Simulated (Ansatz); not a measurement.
## Kick test of a cell of AlGa₅Sb₆

It was reached by relaxing an invented guess, and it needn't be the stable form of this composition.

These are results of DFT PBE, scalar-relativistic, plane waves, PAW (Ansatz), not measurements. Settings: cutoff 420 eV, Γ-centred mesh 12×12×2 on the computed 12-atom cell, Gaussian smearing of 0.10 eV; no spin polarisation.

The cell below (12 atoms, space group P3m1 (No. 156)) is relaxed within its symmetry.

```cif
data_structure
_symmetry_space_group_name_H-M 'P 1'
_symmetry_Int_Tables_number 1
_cell_length_a 4.3807
_cell_length_b 4.3807
_cell_length_c 21.6620
_cell_angle_alpha 90.000
_cell_angle_beta 90.000
_cell_angle_gamma 120.000
_cell_volume 360.01
loop_
_atom_site_label
_atom_site_type_symbol
_atom_site_fract_x
_atom_site_fract_y
_atom_site_fract_z
_atom_site_occupancy
Al1 Al 0.33333 0.66667 0.33322 1
Ga1 Ga 0.66667 0.33333 0.16671 1
Ga2 Ga 0.66667 0.33333 0.50042 1
Ga3 Ga 0.66667 0.33333 0.83347 1
Ga4 Ga 0.33333 0.66667 0.00009 1
Ga5 Ga 0.33333 0.66667 0.66687 1
Sb1 Sb 0.66667 0.33333 0.29136 1
Sb2 Sb 0.66667 0.33333 0.62498 1
Sb3 Sb 0.66667 0.33333 0.95815 1
Sb4 Sb 0.33333 0.66667 0.12476 1
Sb5 Sb 0.33333 0.66667 0.45822 1
Sb6 Sb 0.33333 0.66667 0.79154 1
```

For the test it was strained at random (σ = 1.5 % a component), the atoms were moved at random (σ = 0.05 Å), and all was relaxed again on a coarse 6×6×1 mesh (in the run’s order of axes) with 0.20 eV smearing, with no symmetry imposed.

These runs have no spin–orbit coupling, which can matter for Sb.

**Question.** Does it come back?

**Answer.** It returns, within 1 meV/atom of the unmoved cell on that mesh and with the same symmetry when read at 0.1 Å. So it is stable against the distortions that fit this cell and that this random move excites. Modes that don't fit the cell aren't tested.
